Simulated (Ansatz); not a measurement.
**Ca2AlH10BrO8 — ¹⁷O NMR of the central transition**

Cell: a Materials Project structure (computed, not necessarily an observed phase), atoms as given.

```cif
data_Ca2AlH10BrO8
_symmetry_space_group_name_H-M 'P-1'
_symmetry_Int_Tables_number 2
_cell_length_a 5.7763
_cell_length_b 5.8218
_cell_length_c 9.1147
_cell_angle_alpha 89.831
_cell_angle_beta 71.792
_cell_angle_gamma 60.328
loop_
_atom_site_label
_atom_site_type_symbol
_atom_site_symmetry_multiplicity
_atom_site_Wyckoff_symbol
_atom_site_fract_x
_atom_site_fract_y
_atom_site_fract_z
Ca Ca 2 i 0.6179 0.6912 0.0741
Al Al 1 a 0.0000 0.0000 0.0000
H4 H 2 i 0.5165 0.2140 0.2181
H5 H 2 i 0.0474 0.7339 0.2191
H6 H 2 i 0.0016 0.2651 0.2181
H10 H 2 i 0.2756 0.7397 0.4243
H11 H 2 i 0.5593 0.7142 0.4249
Br Br 1 g 0.0000 0.5000 0.5000
O15 O 2 i 0.6160 0.0930 0.1174
O16 O 2 i 0.1730 0.7333 0.1187
O17 O 2 i 0.9780 0.2898 0.1171
O21 O 2 i 0.4249 0.7782 0.3688
```

One atom of each set is listed.

All values are calculated (Ansatz; DFT, PBE, plane waves and PAW, scalar-relativistic, 420 eV cutoff, Γ-centred 5×4×3 k-points, Fermi–Dirac smearing 0.02 eV), not measured.

¹⁷O has I = 5/2 and Q = -25.58 mb (Pyykkö 2018); at 14.1 T its Larmor frequency is ν₀ = 81.4 MHz. Only the quadrupole interaction is simulated: positions count from each site's isotropic chemical shift, and shift anisotropy, dipolar and J coupling are left out.

**Question.** Simulate the second-order pattern (static powder, Gaussian broadening 0.8 kHz) of site O17 (1 H at 0.97 Å, 1 Al at 1.93 Å, angle 117°; also 2 Ca at 2.37–2.49 Å).

**Answer.** The calculation gives C_Q = -7.74 MHz and η = 0.32, so ν_Q = 1.16 MHz and the centre of gravity lies at -56.1 ppm (-4.57 kHz).

offset (kHz), height and a bar:
```
   -21.40          0 
   -20.54          0 
   -19.69         13 ####
   -18.83         42 ############
   -17.97         46 ##############
   -17.11         48 ##############
   -16.25         50 ###############
   -15.39         52 ################
   -14.53         55 #################
   -13.67         59 ##################
   -12.81         63 ###################
   -11.96         69 #####################
   -11.10         79 ########################
   -10.24        100 ##############################
    -9.38         91 ###########################
    -8.52         75 ######################
    -7.66         68 ####################
    -6.80         64 ###################
    -5.94         61 ##################
    -5.08         59 ##################
    -4.22         57 #################
    -3.37         56 #################
    -2.51         56 #################
    -1.65         56 #################
    -0.79         56 #################
     0.07         53 ################
     0.93         45 ##############
     1.79         46 ##############
     2.65         49 ###############
     3.51         53 ################
     4.36         59 ##################
     5.22         69 #####################
     6.08         97 #############################
     6.94         91 ###########################
     7.80         58 #################
     8.66         49 ###############
     9.52         41 ############
    10.38         13 ####
    11.24          0 
    12.09          0
```

At O17 V_zz points along the shorter of its two bonds, to H (within 4°).
